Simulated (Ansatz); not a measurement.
Input and command of a plane-wave DFT calculation in Ansatz:

```yaml
crystal:
  lattice:
    - [4.6210553528, 0.0, 0.0]
    - [-2.3105276764, 4.0019513278, 0.0]
    - [0.0, 0.0, 2.6843627053]
  atoms:
    - { symbol: Nb, position: [0.3333333333, 0.6666666667, 0.5] }
    - { symbol: Nb, position: [0.6666666667, 0.3333333333, 0.5] }
    - { symbol: Cu, position: [0.0, 0.0, 0.0] }
basis:
  ecutwfc: 420
kpoints:
  mp_grid: { grid: [12, 12, 18] }
hamiltonian:
  xc: pbe
scf:
  occupations: { method: gaussian, width: 0.1 }
output:
  forces: true
  stress: true
  eigenvalues: true
relax:
  adjacent_minimum: "off"
  f_tol: 0.01
  max_steps: 80
  cell: { stress_tol: 0.05 }
```

```bash
ansatz run input.yaml --threads 1 --pin off --max-ram 2560MiB --backend cpu --events-out ev --progress --plain --runs-dir out
```

Processor: Intel(R) Xeon(R) Processor @ 2.70GHz, 1 thread, on a host shared with other jobs.

Problem. How long does it run, and how much memory does it take?

Solution. About 76 s on 1 thread of Intel(R) Xeon(R) Processor @ 2.70GHz, on a shared host, peak memory 0.53 GiB. It solves 27 bands at 190 k points (the mesh reduced by the symmetry that the task leaves, which can be less than the crystal's) with about 951 plane waves (on the last cell), in 34 SCF iterations over 5 ionic steps.
